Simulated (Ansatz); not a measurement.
Interlayer sliding in a free bilayer taken from bulk PtS₂ (CdI2 type): the upper half of the atoms below is shifted in the plane.

```
CELL_PARAMETERS angstrom
      3.58361     0.00000     0.00000
      1.79180     3.10349     0.00000
      0.00000     0.00000    22.06844
ATOMIC_POSITIONS crystal
  S  0.33333 0.33333 0.33794
  Pt 0.00000 0.00000 0.39357
  S  0.66667 0.66667 0.44783
  S  0.33333 0.33333 0.55217
  Pt 0.00000 0.00000 0.60643
  S  0.66667 0.66667 0.66206
```

In-plane vectors a = (3.584, 0.000) Å, b = (1.792, 3.103) Å, area 11.12 Å². The shift is s times the vector a (length 3.584 Å), so s = 1 restores the start. Atoms relax along the normal only. γ = [E(shift) − E(0)] / area.

Calculation: PBE-D3(BJ) (plane waves to 420 eV, PAW, scalar-relativistic; Ansatz, a quantum-chemistry and plane-wave program). k mesh 15×15×1 (Γ-centred), Fermi-Dirac smearing 0.05 eV. Energies are extrapolated to zero smearing. At this level the bands of PtS2 touch or barely overlap; measurements give the solid a gap. PtS2 is run without spin polarisation. PtS2 was relaxed with its symmetry unable to fall. Spin-orbit coupling is left out, though Pt is heavy. γ is measured from zero shift.

The scan covers s from 0.000 to 0.917 in 12 points.

**Question.** At which s is γ highest?

**Answer.** s = 0.500.

**Question.** Does γ have a local minimum between the ends of the line, and at which s?

**Answer.** No computed point is one.

**Question.** By how much does the gap between the layers widen from the lowest to the highest stacking on this line?

**Answer.** 0.9 Å.

**Question.** What is the highest γ among twelve even steps of s?

**Answer.** 224 mJ/m².

**Question.** Which atoms are eclipsed at s = 0.500?

**Answer.** No atom directly above another.

(The slope of γ gives the shear force per area between the displaced halves; near zero shift its curvature is an elastic stiffness.)
